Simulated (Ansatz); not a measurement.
A relaxed structure of PbS. Space group Fm-3m (No. 225), rock salt type. Calculation: PBE (plane waves to 420 eV, PAW, scalar-relativistic; Ansatz, a program for electronic structure).

```cif
data_Pb4S4
_chemical_formula_sum 'S4 Pb4'
_space_group_name_H-M_alt 'Fm-3m'
_space_group_IT_number 225
_space_group_name_Hall '-F 4 2 3'
_cell_length_a 6.00846
_cell_length_b 6.00846
_cell_length_c 6.00846
_cell_angle_alpha 90.000
_cell_angle_beta 90.000
_cell_angle_gamma 90.000
loop_
_atom_site_label
_atom_site_type_symbol
_atom_site_symmetry_multiplicity
_atom_site_Wyckoff_symbol
_atom_site_fract_x
_atom_site_fract_y
_atom_site_fract_z
_atom_site_occupancy
S1 S 4 a 0.00000 0.00000 0.00000 1
Pb1 Pb 4 b 0.50000 0.50000 0.50000 1
```
(The calculation used a cell of 2 atoms; values per cell refer to that cell.)

Estimate the band gap that PBE returns for this input.

0.50 eV, direct at k = (0, 0, -0.5) (no spin-orbit coupling).

No spin polarisation in the result. Spin-orbit coupling is missing; with elements this heavy it can move band edges by tenths of an eV or more.

The run could not lose the symmetry of its start; a randomly shaken copy of 4 atoms returns to this structure.
